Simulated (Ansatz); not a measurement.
HfH2 under compression and expansion

Space group I4/mmm (No. 139). a = 3.461 Å, b = 3.461 Å, c = 4.290 Å, α = 90.00°, β = 90.00°, γ = 90.00°
```
atom  site  symmetry       x       y       z
  Hf    2a     4/mmm  0.0000  0.0000  0.0000
   H    4d      -4m2  0.5000  0.0000  0.2500
```

The runs use the primitive cell with vectors (-1.731, 1.731, 2.145), (1.731, -1.731, 2.145), (1.731, 1.731, -2.145) Å, to which the k mesh refers.

The cell is the one relaxed in the Materials Project (mp-27731), not relaxed further here; entries there can be hypothetical.

No spin–orbit coupling, which matters for the heavy atoms here.

Methods: DFT, LDA, all-electron LAPW, scalar-relativistic (Ansatz 0.2.0); DFT, LDA, PAW with Ansatz's default frozen-core files, scalar-relativistic (Ansatz 0.2.0).

For LAPW: a Γ-centred 15×15×15 k mesh, Fermi–Dirac smearing of 0.03 eV, basis error target 0.5 meV/atom, no spin polarisation. PAW takes a cutoff of 420 eV at this cell (files made with PBE, cores remade for this functional). The Ansatz runs share mesh, smearing and spin set-up. Plane-wave (PAW) pressures include the program's estimate of the Pulay term.

The cell above is scaled evenly, with fractional coordinates and shape held.

```json
{"V/V(cell)": "0.9405", "V (Å³/atom)": "8.056", "P, LAPW (GPa)": "5.16", "P, PAW (GPa)": "5.10"}
{"V/V(cell)": "0.9700", "V (Å³/atom)": "8.309", "P, LAPW (GPa)": "-0.21", "P, PAW (GPa)": "-0.25"}
{"V/V(cell)": "1.0000", "V (Å³/atom)": "8.566", "P, LAPW (GPa)": "-4.91", "P, PAW (GPa)": "-4.94"}
{"V/V(cell)": "1.0300", "V (Å³/atom)": "8.823", "P, LAPW (GPa)": "?", "P, PAW (GPa)": "?"}
{"V/V(cell)": "1.0600", "V (Å³/atom)": "9.080", "P, LAPW (GPa)": "-12.41", "P, PAW (GPa)": "-12.43"}
```

Question: Fill in the row V/V(cell) = 1.0300.

Answer: P, LAPW (GPa) = -8.94, P, PAW (GPa) = -8.97.

Question: What do Birch–Murnaghan fits to the pressures give?

Answer: LAPW: V0 = 8.30 Å³/atom, B0 = 164 GPa, B0′ = 3.9; PAW: V0 = 8.30 Å³/atom, B0 = 164 GPa, B0′ = 3.9.

PAW's V0 lies -0.02 % from the all-electron value and its B0 -0.1 %. With shape and internal coordinates held, B0 is an upper bound to the relaxed modulus.
